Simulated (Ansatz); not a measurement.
Values for one crystal, relaxed and computed with plane-wave PAW r²SCAN (Ansatz code); other levels are named.

```yaml
volume_per_atom: 33.80 Å³
electronic_character: metallic (no gap)
Formation energy from the elements (no fitted shifts): -0.053 eV/atom
Density of states at the Fermi level: 0.77 states/eV per atom (mean over ±0.08 eV)
Pressure derivative B′: 4.7
Gap with spin–orbit coupling: none (metallic)
Bulk modulus (Birch–Murnaghan fit): 51.0 GPa
```

### Question
Pick the material that matches.
(A) GdP, rock salt
(B) NdN, rock salt
(C) BiTe, rock salt
(D) BiB, rock salt

### Answer
C, BiTe, rock salt

Space group Fm-3m (rock salt). The workflow started from an entry of the Crystallography Open Database (COD), which files this formula under 2 space groups. Its standing as an ambient phase is unchecked. The r²SCAN relaxation kept the symmetry of its start; its stability against distortions is not shown here. With an odd number of electrons in the cell and no spin polarisation, the count alone makes it a metal. The references are the lowest solids computed at this level, not always the standard phases. Scalar-relativistic: spin–orbit coupling is off unless named, which matters more the heavier the elements.

Potentials: the later of the program's two PAW sets.
